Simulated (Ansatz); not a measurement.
Geometry optimisation in Ansatz: input, command and trajectory.

```yaml
crystal:
  lattice:
    - [5.3075869599, 0.0, 0.0]
    - [-2.6537934799, 4.59650514, 0.0]
    - [0.0, 0.0, 4.2601574552]
  atoms:
    - { symbol: Mo, position: [0.833, 0.666, 0.25] }
    - { symbol: Mo, position: [0.167, 0.833, 0.75] }
    - { symbol: Mo, position: [0.334, 0.167, 0.25] }
    - { symbol: Mo, position: [0.167, 0.334, 0.75] }
    - { symbol: Mo, position: [0.833, 0.167, 0.25] }
    - { symbol: Mo, position: [0.666, 0.833, 0.75] }
    - { symbol: "N", position: [0.3333333333, 0.6666666667, 0.25] }
    - { symbol: "N", position: [0.6666666667, 0.3333333333, 0.75] }
basis:
  ecutwfc: 420
kpoints:
  mp_grid: { grid: [6, 6, 4] }
hamiltonian:
  xc: pbe
scf:
  occupations: { method: gaussian, width: 0.1 }
  lower_state_search: "off"
output:
  forces: true
  stress: true
  eigenvalues: true
relax:
  adjacent_minimum: "off"
  f_tol: 0.04
  max_steps: 70
  cell: { stress_tol: 0.4 }
```

```bash
ansatz run input.yaml --threads 1 --pin off --max-ram 2560MiB --backend cpu --events-out ev --progress --plain --runs-dir out
```

All numbers below come from DFT PBE, scalar-relativistic, plane waves, PAW in Ansatz.

Of 7 frames 7 are shown, positions in Å and forces in eV/Å; the SCF threshold varies from step to step. Steps run on the plane waves of an earlier cell, with a Pulay correction in the pressure. The basis is chosen afresh for the last frame, the zero of the energies, and at times for earlier ones too; energy and pressure step there, also at an unchanged geometry.

```xyz
8
Lattice="5.3076 0.0000 0.0000 -2.6538 4.5965 0.0000 0.0000 0.0000 4.2602" Properties=species:S:1:pos:R:3:forces:R:3 pbc="T T T" step=1 free_energy_over_end_meV_per_atom=35.85 pressure_GPa=11.42
Mo    2.6538    3.0613    1.0650    0.0000    0.2706    0.0000
Mo   -1.3242    3.8289    3.1951   -0.2343    0.1353    0.0000
Mo    1.3296    0.7676    1.0650   -0.2343   -0.1353    0.0000
Mo    0.0000    1.5352    3.1951    0.0000   -0.2706    0.0000
Mo    3.9780    0.7676    1.0650    0.2343   -0.1353    0.0000
Mo    1.3242    3.8289    3.1951    0.2343    0.1353    0.0000
N     0.0000    3.0643    1.0650    0.0000    0.0000    0.0000
N     2.6538    1.5322    3.1951    0.0000    0.0000    0.0000
8
Lattice="5.4026 0.0000 0.0000 -2.7013 4.6788 0.0000 0.0000 0.0000 4.4679" Properties=species:S:1:pos:R:3:forces:R:3 pbc="T T T" step=2 free_energy_over_end_meV_per_atom=14.03 pressure_GPa=-7.00
Mo    2.7013    3.1393    1.1170    0.0000    0.2436    0.0000
Mo   -1.3681    3.9091    3.3509   -0.2110    0.1218    0.0000
Mo    1.3332    0.7697    1.1170   -0.2110   -0.1218    0.0000
Mo    0.0000    1.5395    3.3509    0.0000   -0.2436    0.0000
Mo    4.0694    0.7697    1.1170    0.2110   -0.1218    0.0000
Mo    1.3681    3.9091    3.3509    0.2110    0.1218    0.0000
N     0.0000    3.1192    1.1170    0.0000    0.0000    0.0000
N     2.7013    1.5596    3.3509    0.0000    0.0000    0.0000
8
Lattice="5.3496 0.0000 0.0000 -2.6748 4.6329 0.0000 0.0000 0.0000 4.4319" Properties=species:S:1:pos:R:3:forces:R:3 pbc="T T T" step=3 free_energy_over_end_meV_per_atom=3.30 pressure_GPa=-1.38
Mo    2.6748    3.1067    1.1080    0.0000    0.0844    0.0000
Mo   -1.3531    3.8698    3.3239   -0.0731    0.0422    0.0000
Mo    1.3216    0.7631    1.1080   -0.0731   -0.0422    0.0000
Mo    0.0000    1.5261    3.3239    0.0000   -0.0844    0.0000
Mo    4.0279    0.7631    1.1080    0.0731   -0.0422    0.0000
Mo    1.3531    3.8698    3.3239    0.0731    0.0422    0.0000
N     0.0000    3.0886    1.1080    0.0000    0.0000    0.0000
N     2.6748    1.5443    3.3239    0.0000    0.0000    0.0000
8
Lattice="5.3228 0.0000 0.0000 -2.6614 4.6097 0.0000 0.0000 0.0000 4.4450" Properties=species:S:1:pos:R:3:forces:R:3 pbc="T T T" step=4 free_energy_over_end_meV_per_atom=1.90 pressure_GPa=0.18
Mo    2.6614    3.0926    1.1113    0.0000   -0.0252    0.0000
Mo   -1.3475    3.8511    3.3338    0.0218   -0.0126    0.0000
Mo    1.3139    0.7586    1.1113    0.0218    0.0126    0.0000
Mo    0.0000    1.5171    3.3338    0.0000    0.0252    0.0000
Mo    4.0089    0.7586    1.1113   -0.0218    0.0126    0.0000
Mo    1.3475    3.8511    3.3338   -0.0218   -0.0126    0.0000
N     0.0000    3.0731    1.1113    0.0000    0.0000    0.0000
N     2.6614    1.5366    3.3338    0.0000    0.0000    0.0000
8
Lattice="5.2903 0.0000 0.0000 -2.6451 4.5815 0.0000 0.0000 0.0000 4.4893" Properties=species:S:1:pos:R:3:forces:R:3 pbc="T T T" step=5 free_energy_over_end_meV_per_atom=1.20 pressure_GPa=0.22
Mo    2.6451    3.0678    1.1223    0.0000    0.0447    0.0000
Mo   -1.3342    3.8246    3.3670   -0.0387    0.0223    0.0000
Mo    1.3109    0.7569    1.1223   -0.0387   -0.0223    0.0000
Mo    0.0000    1.5137    3.3670    0.0000   -0.0447    0.0000
Mo    3.9793    0.7569    1.1223    0.0387   -0.0223    0.0000
Mo    1.3342    3.8246    3.3670    0.0387    0.0223    0.0000
N     0.0000    3.0543    1.1223    0.0000    0.0000    0.0000
N     2.6451    1.5272    3.3670    0.0000    0.0000    0.0000
8
Lattice="5.2948 0.0000 0.0000 -2.6474 4.5854 0.0000 0.0000 0.0000 4.4888" Properties=species:S:1:pos:R:3:forces:R:3 pbc="T T T" step=6 free_energy_over_end_meV_per_atom=1.17 pressure_GPa=0.01
Mo    2.6474    3.0727    1.1222    0.0000    0.0036    0.0000
Mo   -1.3373    3.8290    3.3666   -0.0031    0.0018    0.0000
Mo    1.3101    0.7564    1.1222   -0.0031   -0.0018    0.0000
Mo    0.0000    1.5127    3.3666    0.0000   -0.0036    0.0000
Mo    3.9847    0.7564    1.1222    0.0031   -0.0018    0.0000
Mo    1.3373    3.8290    3.3666    0.0031    0.0018    0.0000
N     0.0000    3.0569    1.1222    0.0000    0.0000    0.0000
N     2.6474    1.5285    3.3666    0.0000    0.0000    0.0000
8
Lattice="5.2948 0.0000 0.0000 -2.6474 4.5854 0.0000 0.0000 0.0000 4.4888" Properties=species:S:1:pos:R:3:forces:R:3 pbc="T T T" step=7 free_energy_over_end_meV_per_atom=0.00 pressure_GPa=0.11
Mo    2.6474    3.0727    1.1222    0.0000    0.0040    0.0000
Mo   -1.3373    3.8290    3.3666   -0.0034    0.0020    0.0000
Mo    1.3101    0.7564    1.1222   -0.0034   -0.0020    0.0000
Mo    0.0000    1.5127    3.3666    0.0000   -0.0040    0.0000
Mo    3.9847    0.7564    1.1222    0.0034   -0.0020    0.0000
Mo    1.3373    3.8290    3.3666    0.0034    0.0020    0.0000
N     0.0000    3.0569    1.1222    0.0000    0.0000    0.0000
N     2.6474    1.5285    3.3666    0.0000    0.0000    0.0000
```

The start puts this composition into another compound's structure type, which needn't suit it. At the end the space group is P6_3/mmc (tolerance 0.05 Å).

Time: 24 s on 1 thread of Intel(R) Xeon(R) 6975P-C (Granite Rapids) (shared host), peak memory 0.48 GiB.

The k mesh is coarse.